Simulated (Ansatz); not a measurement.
Rb$_{2}$HgPdCl$_{6}$: relaxation (Ansatz)

Run with:

```bash
ansatz run input.yaml --threads 2 --pin off --max-ram 2560MiB --backend cpu --events-out ev --progress --plain --runs-dir out
```

The input file (Ansatz 0.2.0, plane waves):

```yaml
crystal:
  lattice:
    - [0.0, 7.349035, 0.0]
    - [7.349035, 0.0, 0.0]
    - [3.674518, 3.674518, -5.376306]
  atoms:
    - { symbol: Pd, position: [0.0, 0.0, 0.0] }
    - { symbol: Hg, position: [0.5, 0.5, 0.0] }
    - { symbol: Cl, position: [0.288, 0.288, 0.424] }
    - { symbol: Cl, position: [0.712, 0.712, 0.576] }
    - { symbol: Rb, position: [0.75, 0.25, 0.5] }
    - { symbol: Rb, position: [0.25, 0.75, 0.5] }
    - { symbol: Cl, position: [0.218, 0.218, 0.0] }
    - { symbol: Cl, position: [0.218, 0.782, 0.0] }
    - { symbol: Cl, position: [0.782, 0.782, 0.0] }
    - { symbol: Cl, position: [0.782, 0.218, 0.0] }
  symmetry: { tolerance: 0.0003 }
kpoints:
  mp_grid: { grid: [6, 6, 6], shift: [0, 0, 0] }
magnetization:
  spin_polarized: false
scf:
  occupations: { method: fermi_dirac }
  lower_state_search: "off"
hamiltonian:
  pseudopotentials: { kind: paw }
  xc: r2scan
  hubbard:
    projectors: all-electron-ortho-atomic
    sites: [{ species: Pd, l: d, u_eff: 3.69 }]
basis:
  ecutwfc: 500
  fft_grid_basis: typed
relax:
  max_steps: 60
  cell: { p_target: 0.0 }
  f_tol: 0.03
output:
  forces: true
  stress: true
  eigenvalues: true
  populations: true
  elf: true
  write_potential: true
  volumetric_format: npy
  dos:
    e_range: [-12, 8]
    de: 0.05
    projected: { site_lists: { Cl: [Cl], Hg: [Hg], Pd: [Pd], Rb: [Rb] } }
  write_density: true
  bader: false
checkpoint:
  read: saved_state
```

Origin of the cell: a known structure type with other elements, at an estimated volume, so it need not be a known compound.

The smearing width isn't typed, so it takes its default of 0.1 eV.

The saved state is a converged single point of the same cell.

Output (shortened):

```
SCF iter   1: F=-33883.085971 eV  HF=-33882.727867 eV  Δρ=8.01e-3  dr2=1.24e-2  dr2_τ=4.90e-3
SCF iter   2: F=-33883.099053 eV  HF=-33883.053411 eV  Δρ=4.19e-3  dr2=3.37e-3  dr2_τ=1.00e-2
SCF iter   3: F=-33883.101714 eV  HF=-33883.101583 eV  Δρ=3.13e-4  dr2=1.37e-4  dr2_τ=1.01e-4
SCF iter   4: F=-33883.101778 eV  HF=-33883.101774 eV  Δρ=9.60e-5  dr2=1.88e-5  dr2_τ=2.49e-6
SCF iter   5: F=-33883.101681 eV  HF=-33883.101686 eV  Δρ=4.54e-5  dr2=7.82e-6  dr2_τ=7.33e-7
SCF iter   6: F=-33883.101685 eV  HF=-33883.101686 eV  Δρ=1.36e-5  dr2=8.26e-7  dr2_τ=7.98e-8
SCF iter   7: F=-33883.101686 eV  HF=-33883.101686 eV  Δρ=4.01e-6  dr2=4.41e-8  dr2_τ=4.41e-9
relax step   1: F+E_penalty+E_count = -33883.101686 eV  Δ(F+E_penalty+E_count) = +0.000e0 eV  max|allowed force component| = 7.100e-1 eV/Å  Δτ_max = 0.0000 Å  P = +1.807 GPa  Ω = 290.365 Å³ […]
relax step   2: F+E_penalty+E_count = -33883.224029 eV  Δ(F+E_penalty+E_count) = -1.223e-1 eV  max|allowed force component| = 1.299e-1 eV/Å  Δτ_max = 0.0588 Å  P = +0.360 GPa  Ω = 292.332 Å³ […]
relax step   3: F+E_penalty+E_count = -33883.230765 eV  Δ(F+E_penalty+E_count) = -6.737e-3 eV  max|allowed force component| = 4.845e-2 eV/Å  Δτ_max = 0.0136 Å  P = +0.053 GPa  Ω = 292.570 Å³ […]
relax step   4: F+E_penalty+E_count = -33883.231015 eV  Δ(F+E_penalty+E_count) = -2.500e-4 eV  max|allowed force component| = 5.932e-3 eV/Å  Δτ_max = 0.0056 Å  P = -0.013 GPa  Ω = 292.585 Å³ […]
relax step   5: F+E_penalty+E_count = -33883.231062 eV  Δ(F+E_penalty+E_count) = -4.685e-5 eV  max|allowed force component| = 1.409e-3 eV/Å  Δτ_max = 0.0010 Å  P = -0.005 GPa  Ω = 292.465 Å³ […]
relax step   6: F+E_penalty+E_count = -33883.231571 eV  Δ(F+E_penalty+E_count) = -5.090e-4 eV  max|allowed force component| = 1.396e-3 eV/Å  Δτ_max = 0.0000 Å  P = -0.004 GPa  Ω = 292.465 Å³  stress off target by 6.35e-3 GPa […]
SCF 6 converged in 5 iterations: F = -33883.231571 eV  dr2 = 7.40e-11
basis re-selected at this cell: Δ(F+E_penalty+E_count) = -5.090e-4 eV, ΔP = +0.001 GPa vs the last step (what re-selecting the basis moved, of the pressure what is left beyond the Pulay corre […]
SCF converged after 5 iterations
Free energy (F): -33883.231571 eV
Harris-Foulkes:  -33883.231571 eV  (|F-HF|=7.28e-12)
Internal energy: -33883.231538 eV  (E = F + TS)
E sigma→0 (E₀):  -33883.231554 eV
Entropy (-TS):   -0.000034 eV (-0.003 meV/atom)
Fermi energy:    3.938437 eV
--- Per-component energies (eV) ---
  E_band       = -1331.565508
  E_kinetic    = 2465.856872
  E_local      = -10641.498405  (includes V_loc(G=0)·N_el)
  E_nonlocal   = 808.402089
  E_hartree    = 4218.520162
  E_xc         = -1240.272083
  E_vxc        = -1629.037147  (∫ρ·V_xc dr)
  E_hubbard    = 1.096918  (on-site DFT+U / exact-exchange correction)
  E_vhub       = -14.353695  (the Hubbard potential's part of the band-sum identity)
  E_paw        = -23012.269066  (= ΣΔE_a)
  E_vpaw       = -854.114173  (= ΣTr[D̂ρ^β])
  E_aug_tail   = 0.000730  (compensation charges beyond the density's cutoff)
  E_vtau       = 96.137467  (kinetic-family band-sum trace: ∫τ·v_τ [+ j·A + Jᵃ·Aᵃ] dr)
  E_ewald      = -6481.355445
  E_core_change = -1.713310  (= ΣΔE_core)
  E_smearing   = -0.000034  (= −TS)
  Σ components = -33883.231571   (vs F -33883.231571, Δ=0.00e0)
--- Forces (eV/Å), atoms counted from 1 ---
  atom   1  Pd     0.000000     0.000000     0.000000
  atom   2  Hg    -0.000000     0.000000     0.000000
  atom   3  Cl     0.000000     0.000000    -0.001113
  atom   4  Cl    -0.000000    -0.000000     0.001113
  atom   5  Rb    -0.000000    -0.000000    -0.000000
  atom   6  Rb     0.000000     0.000000     0.000000
  atom   7  Cl    -0.001396    -0.001396    -0.000000
  atom   8  Cl     0.001396    -0.001396    -0.000000
  atom   9  Cl     0.001396     0.001396     0.000000
  atom  10  Cl    -0.001396     0.001396     0.000000
  max |Σ_I F_I| component: 6.29e-18 eV/Å
--- Stress (GPa, compression-positive) ---
       -0.006353       0.000000      -0.000000
        0.000000      -0.006353      -0.000000
       -0.000000      -0.000000      -0.000387
  P = ⅓ Tr σ = -0.0044 GPa (-0.044 kbar)
Occupation matrices written to <dir>
--- Relaxed structure (5 steps of the walk, 5 accepted, 1 SCFs on fresh bases) ---
  F+E_penalty+E_count = -33883.231571 eV   max|allowed force component| = 1.396e-3 eV/Å   (the final SCF, on the basis selected at the relaxed cell)
  cell:  # Å, volume = 292.4650 Å³
    - [-7.992e-15, 7.390180, 3.436e-7]
    - [7.390180, -7.992e-15, 3.436e-7]
    - [3.695090, 3.695090, -5.355053]
  atoms:
    - { symbol: Pd, position: [-1.911e-19, 0.0, 1.492e-19] }
    - { symbol: Hg, position: [0.5, 0.5, 1.492e-19] }
    - { symbol: Cl, position: [0.281204, 0.281204, 0.437592] }
    - { symbol: Cl, position: [0.718796, 0.718796, 0.562408] }
    - { symbol: Rb, position: [0.750000, 0.250000, 0.5] }
    - { symbol: Rb, position: [0.250000, 0.750000, 0.5] }
    - { symbol: Cl, position: [0.222771, 0.222771, -1.267e-19] }
    - { symbol: Cl, position: [0.222771, 0.777229, 2.431e-19] }
    - { symbol: Cl, position: [0.777229, 0.777229, 4.251e-19] }
    - { symbol: Cl, position: [0.777229, 0.222771, 0.0] }
--- Löwdin populations: 10 sites ---
  site symbol       q [e]
     0     Pd     16.9603
     1     Hg     18.7825
     2     Cl      7.5093
     3     Cl      7.5093
     4     Rb      8.2369
     5     Rb      8.2369
     6     Cl      7.5797
     7     Cl      7.5797
     8     Cl      7.5797
     9     Cl      7.5797
  spilling = 0.004551 (of n_electrons = 98.000000)
```

Before:

Space group I4/mmm (No. 139); the run's cell has a = 7.349 Å, b = 7.349 Å, c = 7.477 Å, α = 60.57°, β = 60.57°, γ = 90.00°. Shortest distances: Cl–Pd 2.27 Å, Cl–Hg 2.28 Å, Cl–Cl 3.20 Å.

The relaxed structure.

Space group I4/mmm (No. 139); the run's cell has a = 7.390 Å, b = 7.390 Å, c = 7.482 Å, α = 60.41°, β = 60.41°, γ = 90.00°. Shortest distances: Cl–Pd 2.33 Å, Cl–Hg 2.34 Å, Cl–Cl 3.29 Å.

- Free energy lowered by: 13.0 meV/atom
- Volume change: 0.72 %
- Final pressure: 0.00 GPa
- Relaxation steps listed: 6

Caveats: no spin-orbit coupling, though heavy elements are present; the relaxation held the start's symmetry, so the end may be a saddle point.

It ran for 8.6 min on 2 threads of Arm Neoverse N1, on a shared host, peak memory 2 GiB, from a saved density.
